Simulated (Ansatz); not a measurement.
# Property card for KTmI$_{4}$

These are results of Ansatz 0.2.0, DFT PBE, scalar-relativistic, plane waves, PAW, and for the lanthanide a 4f-in-core norm-conserving potential, not measurements.

Settings: cutoff 690 eV, Γ-centred mesh 4×6×4 on the computed 6-atom cell, Gaussian smearing of 0.02 eV; no spin polarisation.

The structure is relaxed at this level of theory with its symmetry kept, and needn't be the ground state of this composition.

Space group P2/m (No. 10), monoclinic, a = 7.531 Å, b = 4.545 Å, c = 8.298 Å, β = 93.1°. K is surrounded by 4 I at 3.46 Å, 2 I at 3.82 Å and 2 K at 4.55 Å; Tm has 6 I at 2.95–3.06 Å; around I on its first site lie 2 Tm at 3.06 Å and 1 K at 3.82 Å; around I on its second site lie 1 Tm at 2.95 Å and 2 K at 3.46 Å.

| Item | Value |
| --- | --- |
| Volume per atom | 319.0 bohr³ |
| Kohn–Sham band gap | 2.59 eV, direct at (0.000, 0.000, 0.000) |
| Electron masses at the edge by direction of the standard setting (m_e; one valley, along these axes only; no spin-orbit coupling) | x: 7.5; y: 0.28; z: 7.9 |
| Hole masses at the edge by direction of the standard setting (m_e; one valley, along these axes only; no spin-orbit coupling) | x: 3.6; y: 0.42; z: 4.0 |

Spin-orbit coupling is left out, which matters for the bands of heavy elements.

The cell was found from a structure generator's guess, not taken from experiment. Kohn–Sham gaps at this level usually fall short of measured ones.

The lanthanide is trivalent by construction, without f bands, f moments or other valences.
